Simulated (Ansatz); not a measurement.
MoPt:
```yaml
crystal:
  lattice:
    - [2.69978, 0.00000, 0.00000]
    - [0.00000, 2.69978, 0.00000]
    - [0.00000, 0.00000, 4.08978]
  atoms:
    - { symbol: Pt, position: [0.00000, 0.00000, 0.00000] }
    - { symbol: Mo, position: [0.50000, 0.50000, 0.50000] }
```

Relaxed with PBEsol. Special points in fractions of this cell's reciprocal vectors: Γ (0.000, 0.000, 0.000); X (0.000, 0.500, 0.000); M (0.500, 0.500, 0.000); Z (0.000, 0.000, 0.500); R (0.000, 0.500, 0.500); A (0.500, 0.500, 0.500).

Problem. List the band energies nearest the Fermi level at these points for DFT-PBEsol in the program Ansatz with PAW potentials.

Solution. In eV from the Fermi level; about four levels below and three above (degenerate sets whole), none deeper than 8.9 eV; … stands for higher levels left out; points with the same levels are listed once.

```json
[
 {"k": "Γ", "below": "-3.39 -3.39 -3.10 -1.39 -1.01", "above": "1.47 2.64 2.64"},
 {"k": "X", "below": "-3.54 -3.20 -2.76 -2.34", "above": "0.06 1.51 1.99"},
 {"k": "M", "below": "-7.39 -6.95 -6.68 -6.68", "above": "0.20 0.22 1.80 1.80"},
 {"k": "Z", "below": "-2.65 -2.65 -1.41 -1.30", "above": "0.82 0.82 …"},
 {"k": "R", "below": "-3.66 -3.14 -2.43 -0.53", "above": "0.44 0.44 1.43"},
 {"k": "A", "below": "-4.99 -3.14 -3.14 -3.01", "above": "0.20 0.68 4.88"}
]
```

Space group P4/mmm (L1₀ or tetragonal B2). The start of the workflow was typed in or built on a structure type; neither database checked (COD, Materials Project) lists it. Its standing as an ambient phase is unchecked. The PBEsol relaxation kept the symmetry of its start; whether a distortion lowers the energy is not shown. The run is not spin-polarised. Scalar-relativistic: spin–orbit coupling is off unless named, which matters more the heavier the elements.

Potentials: the earlier of the program's two PAW sets. The files were generated under PBE; for other functionals the program regenerates the frozen cores, and for LDA and PBEsol the local potential too.
